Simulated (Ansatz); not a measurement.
Relaxed structures of Ir for which phonons were computed (DFPT at Γ and, for small cells, zone-boundary points). Calculation: r2SCAN (plane waves to 500 eV, PAW, scalar-relativistic; Ansatz, a quantum-chemistry and plane-wave program).

```tsv
structure	E − E(Fm-3m, cF4, fcc (Cu type)) (eV/atom)	V (Å³/atom)
P6₃/mmc, hP4, AFLOW prototype A_hP4_194_ac (A3', as in La)	0.04	14.23
Fm-3m, cF4, fcc (Cu type)	0.00	14.20
Im-3m, cI2, bcc (W type)	0.70	14.72
```

Q: Which of them are dynamically unstable at the sampled points?

A: 
- P6₃/mmc, hP4, AFLOW prototype A_hP4_194_ac (A3', as in La): nothing beyond 15i cm⁻¹
- Fm-3m, cF4, fcc (Cu type): nothing beyond 15i cm⁻¹
- Im-3m, cI2, bcc (W type): unstable, lowest mode about 155i cm⁻¹

Each run could gain symmetry but not lose that of its start, so entries can be saddle points. From databases, or of a type measured for this composition: Fm-3m, cF4, fcc (Cu type); the others are generated cells (placed on structure types, drawn at random, substituted or restacked) that were not matched to a known phase here. Energies are at zero temperature and pressure, without zero-point motion. No spin polarisation in the result. A magnetic state may lie lower.
